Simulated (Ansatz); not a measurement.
Method: DFT PBE, scalar-relativistic, plane waves, PAW (Ansatz). All cells share a 420 eV cutoff and Γ-centred k meshes spaced at most about 0.3 Å⁻¹ (about 0.25 or finer for metals, 2π included). No spin polarisation in the final relaxations.

These are static total energies at zero pressure.

Compare these two cells of Li3Os, each relaxed at this level.

A.

```yaml
crystal:
  lattice:
    - [-1.78699, 1.78699, 4.12810]
    - [1.78699, -1.78699, 4.12810]
    - [1.78699, 1.78699, -4.12810]
  atoms:
    - { symbol: Li, position: [0.75000, 0.25000, 0.50000] }
    - { symbol: Li, position: [0.25000, 0.75000, 0.50000] }
    - { symbol: Li, position: [0.50000, 0.50000, 0.00000] }
    - { symbol: Os, position: [0.00000, 0.00000, 0.00000] }
```

B.

```yaml
crystal:
  lattice:
    - [2.45818, 0.00000, 0.00000]
    - [0.00000, 4.41239, 0.00000]
    - [0.00000, 0.00000, 5.26449]
  atoms:
    - { symbol: Li, position: [0.00000, 0.00000, 0.50000] }
    - { symbol: Li, position: [0.50000, 0.50000, 0.78204] }
    - { symbol: Li, position: [0.50000, 0.50000, 0.21796] }
    - { symbol: Os, position: [0.00000, 0.00000, 0.00000] }
```

Question: Which is lower in energy, and by how much?

Answer: B is lower, by 0.38 eV/atom. A has the TiAl3 (D0_22) type, space group I4/mmm (No. 139), 13.2 Å³/atom and no gap on its mesh; B has space group Pmmm (No. 47), 14.3 Å³/atom and no gap. Counting all near atoms (those within 1.25 times the shortest distance at each site; a plus sign parts nearer from farther groups; a slash parts the counts of unlike sites), A has Li 12, Os 12 and B has Li 3+4/4+8, Os 12. The lower one is the more open, so pressure narrows the difference. Even the lower one lies +0.19 eV/atom against the reference forms of the elements (uncorrected), so neither is stable at this level. Both come from invented guesses.

These runs have no spin–orbit coupling, which can matter for Os. Cells relaxed within their symmetry can be saddle points.
